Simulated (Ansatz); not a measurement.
## Calculated with Ansatz: TeSe₆O₂, settings compared

input.yaml:

```yaml
crystal:
  lattice:
    - [6.282194, 0.0, 0.0]
    - [-1.320475, 6.174197, 0.0]
    - [-0.076813, -1.296073, 6.235754]
  atoms:
    - { symbol: Se, position: [0.0836, 0.7671, 0.6794] }
    - { symbol: Se, position: [0.9164, 0.2329, 0.3206] }
    - { symbol: Se, position: [0.3057, 0.9531, 0.2026] }
    - { symbol: Se, position: [0.6943, 0.0469, 0.7974] }
    - { symbol: Te, position: [0.0, 0.0, 0.0] }
    - { symbol: O, position: [0.5392, 0.4276, 0.5536] }
    - { symbol: O, position: [0.4608, 0.5724, 0.4464] }
    - { symbol: Se, position: [0.2282, 0.3219, 0.9101] }
    - { symbol: Se, position: [0.7718, 0.6781, 0.0899] }
kpoints:
  mp_grid: { grid: [3, 3, 3], shift: [0.0, 0.0, 0.5] }
magnetization:
  spin_polarized: false
scf:
  occupations: { method: fermi_dirac, width: 0.0116 }
hamiltonian:
  pseudopotentials: { kind: paw }
  xc: pbesol
basis:
  ecutwfc: 420
output:
  forces: true
  stress: true
  eigenvalues: true
```

The command:

```bash
ansatz run input.yaml --threads 1 --pin off --max-ram 2560MiB --backend cpu --events-out ev --progress --plain --runs-dir out
```

Origin of the cell: a known structure type with other elements, at an estimated volume, so it need not be a known compound.

Output of this run (shortened):

```
Pseudopotentials: kind: paw
Pseudopotential: Se, paw, valence charge 16, recommended cutoff 420 eV (normal), Se.paw.azcp
Pseudopotential: Te, paw, valence charge 16, recommended cutoff 420 eV (normal), Te.paw.azcp
Pseudopotential: O, paw, valence charge 6, recommended cutoff 420 eV (normal), O.paw.azcp
Functional definition: PBEsol
  exchange = pbesol_x
  correlation = pbesol_c
Crystal: 9 atoms, lattice volume = 241.869 Å³
Basis set: ecut = 420 eV, 4749 PW (Γ), exchange–correlation on 90×90×90 points (8 copies of the dense FFT grid, shifted against one another)
Bands: 75, of which v1, the nominal top of the filled ones, is band 62 counted from 1 (61 counted from 0)
Symmetry: 2 space group operations
Space group: P-1 (ITA 2), of the structure as read, at distance tolerance 6.2e-5 Å
k-points: 14 of 27
[… 8 lines left out …]
Initial density: superposition of atomic densities (neutral atoms: chi_scale 0, normalization atom), corrected by the library's trained network
Functional: x = pbesol(κ = 0.804, μ = 0.123457), c = pbesol(β = 0.046)
SCF iter   1: F=—  HF=-40554.509859 eV  Δρ=1.43e-2  dr2=6.80e-1  defer=2
SCF iter   2: F=—  HF=-40554.479659 eV  Δρ=1.34e-2  dr2=1.26e-1  defer=65
SCF iter   3: F=—  HF=-40554.469593 eV  Δρ=5.45e-3  dr2=3.23e-2  defer=65
SCF iter   4: F=—  HF=-40554.469071 eV  Δρ=1.48e-3  dr2=3.71e-3  defer=65
SCF iter   5: F=—  HF=-40554.469388 eV  Δρ=7.53e-4  dr2=5.20e-4  defer=65
SCF iter   6: F=—  HF=-40554.469389 eV  Δρ=2.88e-4  dr2=7.94e-5  defer=65
SCF iter   7: F=—  HF=-40554.469337 eV  Δρ=4.70e-5  dr2=1.02e-5  defer=65
SCF iter   8: F=—  HF=-40554.469339 eV  Δρ=1.60e-5  dr2=6.72e-7  defer=65
SCF iter   9: F=-40554.469339 eV  HF=-40554.469339 eV  Δρ=3.26e-6  dr2=5.01e-8
SCF 1 converged in 9 iterations: F = -40554.469339 eV  dr2 = 5.01e-8
SCF converged after 9 iterations
Free energy (F): -40554.469339 eV
Harris-Foulkes:  -40554.469339 eV  (|F-HF|=3.01e-8)
Internal energy: -40554.461655 eV  (E = F + TS)
E sigma→0 (E₀):  -40554.465497 eV
Entropy (-TS):   -0.007684 eV (-0.854 meV/atom)
Fermi energy:    4.779851 eV
--- Per-component energies (eV) ---
  E_band       = -2972.871411
  E_kinetic    = 1223.551206
  E_local      = -19318.921457  (includes V_loc(G=0)·N_el)
  E_nonlocal   = -3761.975848
  E_hartree    = 9448.101088
  E_xc         = -877.238241
  E_vxc        = -863.694438  (∫ρ·V_xc dr)
  E_paw        = -16097.137825  (= ΣΔE_a)
  E_vpaw       = 851.958627  (= ΣTr[D̂ρ^β])
  E_aug_tail   = 0.000621  (compensation charges beyond the density's cutoff)
  E_ewald      = -11177.337293
  E_core_change = 6.496094  (= ΣΔE_core)
  E_smearing   = -0.007684  (= −TS)
  Σ components = -40554.469339   (vs F -40554.469339, Δ=0.00e0)
--- Forces (eV/Å), atoms counted from 1 ---
  atom   1  Se     0.701795    -0.998561    -2.001702
  atom   2  Se    -0.701795     0.998561     2.001702
[… 2 lines left out …]
  atom   5  Te     0.000000     0.000000     0.000000
  atom   6  O     -2.809041     4.060000    -2.855901
  atom   7  O      2.809041    -4.060000     2.855901
  atom   8  Se     1.118167     2.037449    -0.449786
  atom   9  Se    -1.118167    -2.037449     0.449786
  max |Σ_I F_I| component: 0.00e0 eV/Å
--- Stress (GPa, compression-positive) ---
        1.111895       2.373300       0.422755
        2.373300       1.039826       2.657875
        0.422755       2.657875       2.607689
  P = ⅓ Tr σ = 1.5865 GPa (15.865 kbar)
```

The same input was run again with these changes:

1. `scf.mixing.algorithm` default → msr1; `scf.mixing.beta` default → 0.9; `scf.mixing.ndim` default → 8; `scf.occupations.method` fermi_dirac → gaussian; `scf.occupations.width` 0.0116 → 0.2; `scf.convergence.dr2_threshold` default → 1.0e-11
2. `basis.ecutwfc` 420 → "700 eV"
3. `total_charge` default → -1; `basis.xc_grid` default → 2
4. `scf.occupations.method` fermi_dirac → cold; `scf.occupations.width` 0.0116 → 0.05; `basis.ecutrho_ratio` default → 6; `crystal.symmetry` default → { detect: false }

```tsv
run	end	SCF iterations	P (GPa)	max force component (eV/Å)	gap on mesh (eV)	moment (μB)	ΔE(σ→0) (meV/atom)
base	converged	9	1.59	4.060	none	–	0
1	converged	12	1.70	4.071	–	–	-1.49
2	converged	9	1.58	4.062	none	–	-2.40
3	converged	10	–	3.614	–	–	–
4	converged	9	1.59	4.060	none	–	-0.01
```

Energies are compared only where functional, datasets, charge and starting cell are the same.

Not properties of the system: run 1 (too coarse or loose: `scf.occupations.width` = 0.2).

Caveats of the base run: no spin, though holes on the anions or broken bonds may carry moments; no spin-orbit coupling, though heavy elements are present; the k mesh is coarse if the cell is a metal.

Run 1: wide smearing.
Run 3: charged cell with a uniform background, whose pressure depends on convention; no moments, though an odd count or open d shells may carry them.

The base run took 18 s on 1 thread of Intel(R) Xeon(R) Platinum 8259CL CPU @ 2.50GHz (Skylake/Cascade Lake) (shared host), peak memory 0.64 GiB, from the program's own first density.
